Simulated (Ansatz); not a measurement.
CoNiN$_{2}$ in space group R-3m (No. 166; Co on 3b, Ni on 3a, N on 6c), plane-wave PAW PBE (Ansatz code), all energies at zero smearing, with the estimated change up to a 700 eV cutoff added, with one set of potentials and settings (totals compare only within such a set). Cell of 4 atoms (1 Co, 1 Ni, 2 N): -11732.050 eV.

```
element                                reference phase  E (eV/atom)
-------  ---------------------------------------------  -----------
Co       P6_3/mmc, 2 atoms in the cell, spin-polarised   -5126.1613
Ni          Fm-3m, 1 atoms in the cell, spin-polarised   -5839.7295
N                            Pa-3, 8 atoms in the cell    -384.0342
```

Formation energy per atom, worked out: (-11732.050 − 1×(-5126.1613) − 1×(-5839.7295) − 2×(-384.0342))/4 = 0.477 eV/atom (46 kJ per mol of atoms), at 0 K, without zero-point energy or fitted corrections.

The start of the workflow was typed in or built on a structure type; neither database checked (COD, Materials Project) lists it. Whether it is the stable phase at ambient conditions was not checked. The cell was relaxed with PBE under the symmetry of its start; whether a distortion lowers the energy is not shown. Magnetic state: ferromagnetic, the only order run, not a proven ground state. Its formation energy is positive at this level, so the cell may be metastable or incomplete. No Hubbard U is applied. The references are the lowest solids computed at this level, not always the standard phases (solids in place of the gases).

Potentials: the earlier of the program's two PAW sets.
